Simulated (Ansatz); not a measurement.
GePd:
```yaml
crystal:
  lattice:
    - [3.70972, 0.00000, 0.00000]
    - [-1.85486, 3.21271, 0.00000]
    - [0.00000, 0.00000, 5.80855]
  atoms:
    - { symbol: Pd, position: [0.00000, 0.00000, 0.00000] }
    - { symbol: Pd, position: [0.00000, 0.00000, 0.50000] }
    - { symbol: Ge, position: [0.33333, 0.66667, 0.25000] }
    - { symbol: Ge, position: [0.66667, 0.33333, 0.75000] }
```

Relaxed with PBE. Special points in fractions of this cell's reciprocal vectors: Γ (0.000, 0.000, 0.000); M (0.500, 0.000, 0.000); K (0.333, 0.333, 0.000); A (0.000, 0.000, 0.500); L (0.500, 0.000, 0.500); H (0.333, 0.333, 0.500).

Q: List the band energies nearest the Fermi level at these points for PBE in the plane-wave PAW code Ansatz.

A: In eV from the Fermi level; about four levels below and three above (degenerate sets whole), none deeper than 8.9 eV; points with the same levels are listed once.

```tsv
k	below	above
Γ	-3.33 -3.33 -2.42 -2.42 -0.24	2.58 2.58 3.38
M	-2.18 -1.93 -1.87 -0.34	0.60 2.34 5.57
K	-2.37 -2.37 -1.98 -1.29	0.81 0.81 1.72 1.72
A	-3.13 -3.13 -3.13 -3.13	0.20 0.20 4.19 4.19 4.19 4.19
L	-2.65 -2.65 -1.97 -1.97	2.09 2.09 3.35 3.35
H	-1.52 -1.52 -0.83 -0.83	4.77 4.77 7.12 7.12
```

Space group P6_3/mmc (NiAs type). The cell is a constructed one: a structure type filled with these elements; neither database checked (COD, Materials Project) lists it. COD files the formula under space group No. 62, so this cell is another polymorph or a model. Whether it is the stable phase at ambient conditions was not checked. Symmetry was held in the PBE relaxation; whether a distortion lowers the energy is not shown. The run is not spin-polarised. Scalar-relativistic: spin–orbit coupling is off unless named, which matters more the heavier the elements.

Potentials: the later of the program's two PAW sets.
